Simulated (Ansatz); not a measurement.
Relaxed Mo$_{2}$C (space group Pbcn):

```
Mo2C
1.0
    4.67985     0.00000     0.00000
    0.00000     5.97905     0.00000
    0.00000     0.00000     5.15003
Mo C
8 4
Direct
  0.24551   0.87756   0.07966
  0.75449   0.12244   0.92034
  0.25449   0.62244   0.57966
  0.74551   0.37756   0.42034
  0.74551   0.62244   0.92034
  0.25449   0.37756   0.07966
  0.75449   0.87756   0.42034
  0.24551   0.12244   0.57966
  0.50000   0.87729   0.75000
  0.50000   0.12271   0.25000
  0.00000   0.62271   0.25000
  0.00000   0.37729   0.75000
```

The atoms are displaced by Q × the pattern below (from a DFPT mode at Γ, largest move 1; Q in Å), at fixed cell.

| atom | x | y | z |
|---|---|---|---|
| Mo1 | 0.817 | 0.499 | -0.194 |
| Mo2 | -0.817 | -0.499 | 0.194 |
| Mo3 | -0.817 | -0.499 | -0.194 |
| Mo4 | 0.817 | 0.499 | 0.194 |
| Mo5 | -0.817 | 0.499 | -0.194 |
| Mo6 | 0.817 | -0.499 | 0.194 |
| Mo7 | 0.817 | -0.499 | -0.194 |
| Mo8 | -0.817 | 0.499 | 0.194 |
| C9 | -0.495 | 0.000 | -0.869 |
| C10 | 0.495 | 0.000 | 0.869 |
| C11 | 0.495 | 0.000 | -0.869 |
| C12 | -0.495 | 0.000 | 0.869 |

All values below come from LDA (plane waves to 420 eV, PAW, scalar-relativistic; Ansatz, a first-principles code). k mesh 8×7×7 (Γ-centred), Fermi-Dirac smearing 0.05 eV. Energies are smeared free energies. With partly filled bands, energies and forces of such displacements shift with the k mesh and the smearing. Mo2C is run without spin polarisation. Mo2C was relaxed with its symmetry unable to fall. ΔE is measured from the undisplaced structure. The last digit holds for this mesh only.

| Q (Å) | ΔE (meV/cell) |
|---|---|
| -0.2800 | withheld |
| -0.2333 | 3888.5 |
| -0.1867 | 2483.8 |
| -0.1400 | 1394.6 |
| -0.0933 | 618.6 |
| -0.0467 | 154.2 |
| 0.0000 | 0.0 |
| 0.0467 | 154.2 |
| 0.0933 | 618.6 |
| 0.1400 | 1394.6 |
| 0.1867 | 2483.8 |
| 0.2333 | 3888.5 |
| 0.2800 | withheld |

Q: Fit an even polynomial form (powers 2, 4, 6) to the given rows and predict ΔE at Q = -0.2800.

A: Least squares on the 11 given rows: ΔE = (71010)·Q² + (5899)·Q⁴ + (37190)·Q⁶, in meV/cell with Q in Å; root-mean-square residual 0.32 meV/cell. At -0.2800 the fit gives 5621.4 meV/cell; the calculation gives 5610.8 meV/cell, so the extrapolation is off by 10.6 (+0.2 %). The quadratic term alone would give 5567.2 meV/cell.

(A displaced cell: forces are minus the slopes of the energy, force constants its curvatures, and phonons follow from these.)
